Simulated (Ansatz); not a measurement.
ReC:
```
ReC
1.0
    2.69204     0.00000     0.00000
    0.00000     2.69204     0.00000
    0.00000     0.00000     2.69204
Re C
1 1
Direct
  0.00000   0.00000   0.00000
  0.50000   0.50000   0.50000
```

Relaxed with PBE. Special points in fractions of this cell's reciprocal vectors: Γ (0.000, 0.000, 0.000); X (0.000, 0.500, 0.000); M (0.500, 0.500, 0.000); R (0.500, 0.500, 0.500).

Problem. List the band energies nearest the Fermi level at these points for DFT-PBE with spin–orbit coupling in the program Ansatz with PAW potentials.

Solution. In eV from the Fermi level; about four levels below and three above (degenerate sets whole), none deeper than 8.9 eV; points with the same levels are listed once.

```csv
k,below,above
Γ,-0.07 -0.07 -0.07 -0.07,1.42 1.42 1.42 1.42
X,-4.17 -4.17 -3.92 -3.92,2.12 2.12 3.42 3.42
M,-1.21 -1.21 -0.89 -0.89,1.05 1.05 2.55 2.55
R,-8.75 -8.75 -8.32 -8.32,4.33 4.33 4.33 4.33
```

Space group Pm-3m (CsCl type). A made-up cell: these elements were put on the sites of a structure type; neither database checked (COD, Materials Project) lists it. Its standing as an ambient phase is unchecked. Symmetry was held in the PBE relaxation; its stability against distortions is not shown here. No spin polarisation was allowed.

Potentials: the earlier of the program's two PAW sets.
